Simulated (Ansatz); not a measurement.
Fe:
```xyz
1
Lattice="-1.3757 1.3757 1.3757 1.3757 -1.3757 1.3757 1.3757 1.3757 -1.3757" Properties=species:S:1:pos:R:3 pbc="T T T"
Fe     0.0000     0.0000     0.0000
```
Starting moments (μB, in the order of the atoms Fe): 2.1.

Relaxed with LDA. Special points in fractions of this cell's reciprocal vectors: Γ (0.000, 0.000, 0.000); H (0.500, -0.500, 0.500); N (0.000, 0.000, 0.500); P (0.250, 0.250, 0.250).

Q: List the band energies nearest the Fermi level at these points for LDA (plane waves, PAW; program Ansatz).

A: In eV from the Fermi level; about four levels below and three above (degenerate sets whole), none deeper than 8.9 eV; … stands for higher levels left out; points with the same levels are listed once.

| k | below | above |
|---|---|---|
| Γ ↑ | -2.56 -2.56 -2.56 | … |
| H ↑ | -5.44 -5.44 | 0.27 0.27 0.27 |
| N ↑ | -5.55 -3.83 -0.97 -0.77 | 0.27 … |
| P ↑ | -3.66 -3.66 -3.66 -0.72 -0.72 | … |
| Γ ↓ | -8.83 -0.85 -0.85 -0.85 | … |
| H ↓ | -3.92 -3.92 | 2.23 2.23 2.23 |
| N ↓ | -4.36 -2.29 | 0.66 1.15 1.53 |
| P ↓ | -2.35 -2.35 -2.35 | 1.59 1.59 … |

Space group Im-3m (bcc (W type)). Symmetry was held in the LDA relaxation. The final state is ferromagnetic, chosen from 3 collinear starts compared on coarse meshes (ties went to the first, and starts can fall back to one state), not a proven ground state. Textbook magnetic order: ferromagnetic.

Potentials: the later of the program's two PAW sets.
